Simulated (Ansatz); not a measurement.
NbRu (rock salt), relaxed with PBE (Ansatz, a first-principles code, plane waves, PAW): a = b = c = 5.195 Å, α = β = γ = 90.00°.

```
Property              Value
--------------------  -----
ΔH_f (eV/atom)         0.37
B₀ by P(V) fit (GPa)    188
```

Q: The same phase is relaxed and computed with r²SCAN in the same code. What are the cell and these values now?

A: a = 5.164 Å, b = 5.164 Å, c = 5.164 Å, α = 90.00°, β = 90.00°, γ = 90.00°.

ΔH_f (eV/atom): 0.34
B₀ by P(V) fit (GPa): 200

Typed or built starts, not in the databases checked: NbRu, rock salt. Unstable at this level: NbRu, rock salt with r²SCAN. All cells were relaxed under the symmetry of their starts (and spin orders); stability against distortions was not tested throughout. Rows with no word on spin ran without spin polarisation. Scalar-relativistic: spin–orbit coupling is off unless named, which matters more the heavier the elements.

Potentials: the earlier of the program's two PAW sets.

Ansatz is a plane-wave DFT program.

Formation energies count from the lowest solids of the elements computed at the same level, not from gases.
